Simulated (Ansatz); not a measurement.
Computed with DFT PBE, scalar-relativistic, plane waves, PAW in Ansatz 0.2.0. Settings: cutoff 420 eV, Γ-centred meshes spaced at most about 0.3 Å⁻¹, and about 0.25 Å⁻¹ or finer for metals (2π included), Gaussian smearing. No spin polarisation in the final relaxations.

These are static total energies at zero pressure. All come from trial cells, and lower structures may exist.

Question: Which of these relaxed structures of Al2BN3 is the lowest in energy?
1.

```
CELL_PARAMETERS angstrom
2.78156 0.00000 0.00000
0.00000 2.78156 0.00000
0.00000 0.00000 7.64883
ATOMIC_POSITIONS crystal
Al 0.50000 0.50000 0.73066
Al 0.50000 0.50000 0.26934
B 0.00000 0.00000 0.00000
N 0.00000 0.00000 0.81505
N 0.00000 0.00000 0.18495
N 0.50000 0.50000 0.50000
```

2.

```
CELL_PARAMETERS angstrom
5.09872 0.00000 0.00000
-2.54936 4.41562 0.00000
0.00000 0.00000 2.70444
ATOMIC_POSITIONS crystal
Al 0.33333 0.66667 0.00000
Al 0.66667 0.33333 0.00000
B 0.00000 0.00000 0.00000
N 0.50000 0.00000 0.50000
N 0.00000 0.50000 0.50000
N 0.50000 0.50000 0.50000
```

3.

```
CELL_PARAMETERS angstrom
2.63091 0.00000 0.00000
0.00000 2.63091 0.00000
0.00000 0.00000 10.15193
ATOMIC_POSITIONS crystal
Al 0.00000 0.50000 0.60551
Al 0.50000 0.00000 0.39449
B 0.00000 0.00000 0.00000
N 0.50000 0.50000 0.00000
N 0.00000 0.50000 0.38805
N 0.50000 0.00000 0.61195
```

Answer: 1. It has space group P4/mmm (No. 123); the next, 3, with space group P-4m2 (No. 115), lies 166 meV/atom higher. Counting B or N atoms around Al (for each partner element, those within 1.25 times its shortest distance or 1.15 times the sum of covalent radii, where it is the nearest in units of that sum or under 1.3; a plus sign parts groups by distance over the sum of covalent radii), the lowest has Al 1+4 and the next has Al 4+1.

Weakly bound directions are ill-defined at this level, which has no dispersion term (P-4m2), and this can change margins and order among such cells. A magnetic state wasn't ruled out in cells without spin, among them P4/mmm, P-4m2. Cells relaxed within their symmetry can be saddle points. Some structure types and database cells were kept out of the candidates from the start, so a known form may be missing.
